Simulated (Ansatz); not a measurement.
## ScCu: a vibration from a frozen displacement

These are results of DFT PBEsol, scalar-relativistic, plane waves, PAW in Ansatz, not measurements. Cutoff 420 eV, Γ-centred 14×14×14 k-points, Gaussian smearing of 0.15 eV. No spin polarisation. Energies are free energies at this smearing, counted from the undisturbed cell; pressure is positive in compression.

Reference structure (as given, not relaxed at this level; it stands at -3.9 GPa, and it needn't be the usual structure):

```xyz
2
Lattice="3.2560 0.0000 0.0000 0.0000 3.2560 0.0000 0.0000 0.0000 3.2560" Properties=species:S:1:pos:R:3 pbc="T T T"
Sc    1.6280    1.6280    1.6280
Cu    0.0000    0.0000    0.0000
```

Every Sc atom is moved by x along the Cartesian unit vector (0.000, 0.000, 1.000); the cell and all other atoms stay fixed. The cell's volume is 34.52 Å³; the moved atoms weigh 44.956 u together and the others 63.546 u. Some rows repeat others by symmetry and weren't run.

| x (Å) | ΔE (meV/cell) | total force on the moved atoms along the move (eV/Å) | pressure (GPa) |
| --- | --- | --- | --- |
| -0.1000 | 15.27 | 0.3063 | -3.6415 |
| -0.0875 | 11.68 | 0.2677 | -3.6982 |
| -0.0750 | 8.58 | 0.2292 | -3.7475 |
| -0.0625 | 5.96 | 0.1909 | -3.7891 |
| -0.0500 | 3.81 | 0.1526 | -3.8233 |
| -0.0375 | 2.14 | 0.1144 | -3.8498 |
| -0.0250 | 0.95 | 0.0762 | -3.8688 |
| -0.0125 | 0.24 | 0.0381 | -3.8802 |
| 0.0000 | 0.00 | 0.0000 | -3.8840 |
| 0.0125 | 0.24 | -0.0381 | -3.8802 |
| 0.0250 | 0.95 | -0.0762 | -3.8688 |
| 0.0375 | 2.14 | -0.1144 | -3.8498 |
| 0.0500 | 3.81 | -0.1526 | -3.8233 |
| 0.0625 | 5.96 | -0.1909 | -3.7891 |
| 0.0750 | 8.58 | -0.2292 | -3.7475 |
| 0.0875 | 11.68 | -0.2677 | -3.6982 |
| 0.1000 | 15.27 | -0.3063 | -3.6415 |

Q: What frequency belongs to this motion?

A: The force constant is k = −dF/dx = 3.048 eV/Å², from the parabola through x = -0.0125, 0 and 0.0125. In every cell the moved atoms swing against the rest, so the mass is μ = m₁m₂/(m₁ + m₂) = 26.329 u, and ν̃ = 521.5 cm⁻¹ × √(|k|/μ) = 177 cm⁻¹, at this cell's pressure of -3.9 GPa. To first order in x, and within 1 %, the force on every atom lies along the move and, within each of the two groups, in proportion to the atom's mass, so this is itself a mode at the zone centre of this cell.

Q: How far does the harmonic law reach?

A: At x = -0.100 Å, kx²/2 = 15.24 meV against the computed 15.27 meV (+0.2 %): the well is still close to harmonic there.

In a metal these slopes depend on the k mesh and the smearing.